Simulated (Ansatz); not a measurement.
Si2Ni:
Space group P-3m1 (No. 164); a = 2.8343 Å, b = 2.8343 Å, c = 5.2861 Å, α = 90.00°, β = 90.00°, γ = 120.00°

| atom | site | symmetry | x | y | z |
|---|---|---|---|---|---|
| Ni | 1a | -3m. | 0.0000 | 0.0000 | 0.0000 |
| Si | 2d | 3m. | 0.3333 | 0.6667 | 0.3168 |

Relaxed with r²SCAN+D4.

Task: Tabulate the valence density and the electron localisation function along the shortest Ni–Si contact (2.34 Å), DFT-r²SCAN+D4 in the program Ansatz with PAW potentials.

Result: 

| distance from Ni (Å) | density (e/Å³) | ELF |
|---|---|---|
| 0.23 | 38.12 | 0.95 |
| 0.35 | 20.60 | 0.81 |
| 0.47 | 9.51 | 0.54 |
| 0.59 | 4.09 | 0.32 |
| 0.70 | 1.83 | 0.21 |
| 0.82 | 0.93 | 0.18 |
| 0.94 | 0.60 | 0.21 |
| 1.05 | 0.49 | 0.31 |
| 1.17 | 0.45 | 0.49 |
| 1.29 | 0.45 | 0.65 |
| 1.40 | 0.46 | 0.72 |
| 1.52 | 0.45 | 0.72 |
| 1.64 | 0.42 | 0.65 |
| 1.76 | 0.35 | 0.53 |
| 1.87 | 0.27 | 0.42 |
| 1.99 | 0.20 | 0.39 |
| 2.11 | 0.15 | 0.47 |

The density is the valence pseudo-density with augmentation charge, so density and ELF within about 1 Å of a nucleus are not all-electron values.

The start of the workflow was typed in or built on a structure type; neither database checked (COD, Materials Project) lists it. It is not the phase usual at ambient conditions (space group No. 225). The r²SCAN+D4 relaxation kept the symmetry of its start; its stability against distortions is not shown here. The workflow began spin-polarised and lost its moments. The volume moved by -28 % from the start of the relaxation.

Potentials: the earlier of the program's two PAW sets.
